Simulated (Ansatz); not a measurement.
YAl2Ge2:
```cif
data_Al2Ge2Y
_chemical_formula_sum 'Y1 Ge2 Al2'
_space_group_name_H-M_alt 'P-3m1'
_space_group_IT_number 164
_space_group_name_Hall '-P 3 2"'
_cell_length_a 4.23969
_cell_length_b 4.23969
_cell_length_c 6.64802
_cell_angle_alpha 90.000
_cell_angle_beta 90.000
_cell_angle_gamma 120.000
loop_
_atom_site_label
_atom_site_type_symbol
_atom_site_symmetry_multiplicity
_atom_site_Wyckoff_symbol
_atom_site_fract_x
_atom_site_fract_y
_atom_site_fract_z
_atom_site_occupancy
Y1 Y 1 a 0.00000 0.00000 0.00000 1
Ge1 Ge 2 d 0.33333 0.66667 0.26031 1
Al1 Al 2 d 0.66667 0.33333 0.35664 1
```

Relaxed at zero pressure with the program Ansatz at the r²SCAN level (PAW).

Question: The volume is raised by 6 % and shape and atoms relax at that volume. What pressure results, and how do the axes share the change?

Answer: -4.0 GPa; a 2.1 %, b 2.1 %, c 1.8 %; the energy rises by 16 meV/atom.

Question: Give the new structure.

Answer: 
Space group P-3m1 (No. 164); a = b = 4.3273 Å, c = 6.7646 Å, α = β = 90.00°, γ = 120.00°

| atom | site | symmetry | x | y | z |
|---|---|---|---|---|---|
| Y | 1a | -3m. | 0.0000 | 0.0000 | 0.0000 |
| Ge | 2d | 3m. | 0.3333 | 0.6667 | 0.2624 |
| Al | 2d | 3m. | 0.6667 | 0.3333 | 0.3563 |

The phase is kept; no other phase was compared at this pressure.

The workflow started from an entry of the Crystallography Open Database (COD). Whether it is the stable phase at ambient conditions was not checked. The cell was relaxed with r²SCAN under the symmetry of its start; its stability against distortions is not shown here. The run is not spin-polarised.

Potentials: the later of the program's two PAW sets.
